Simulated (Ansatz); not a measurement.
Here is the system:

AlRu:
```cif
data_Al4Ru4
_chemical_formula_sum 'Ru4 Al4'
_space_group_name_H-M_alt 'Fm-3m'
_space_group_IT_number 225
_space_group_name_Hall '-F 4 2 3'
_cell_length_a 4.93028
_cell_length_b 4.93028
_cell_length_c 4.93028
_cell_angle_alpha 90.000
_cell_angle_beta 90.000
_cell_angle_gamma 90.000
loop_
_atom_site_label
_atom_site_type_symbol
_atom_site_symmetry_multiplicity
_atom_site_Wyckoff_symbol
_atom_site_fract_x
_atom_site_fract_y
_atom_site_fract_z
_atom_site_occupancy
Ru1 Ru 4 a 0.00000 0.00000 0.00000 1
Al1 Al 4 b 0.50000 0.50000 0.50000 1
```
(The calculation used a cell of 2 atoms; values per cell refer to that cell.)

This is the PBEsol-relaxed structure.

**Question.** All from PBEsol (plane waves, PAW; program Ansatz), unless another level is named. Estimate the highest zone-centre frequency.

**Answer.** 335 cm^-1.

**Question.** And the bulk modulus (Birch–Murnaghan fit)?

**Answer.** 1560 kbar.

The start of the workflow was typed in or built on a structure type; neither database checked (COD, Materials Project) lists it. COD files the formula under space group No. 221, so this cell is another polymorph or a model. Whether it is the stable phase at ambient conditions was not checked. The PBEsol relaxation kept the symmetry of its start. At this level the phase is mechanically unstable. No spin polarisation was allowed. Its formation energy is positive at this level, so the cell may be metastable or incomplete. As this level gives no gap, phonon frequencies hold no LO–TO term and depend on the k-mesh and smearing (Fermi–Dirac, 0.1 eV here).

Potentials: the later of the program's two PAW sets.
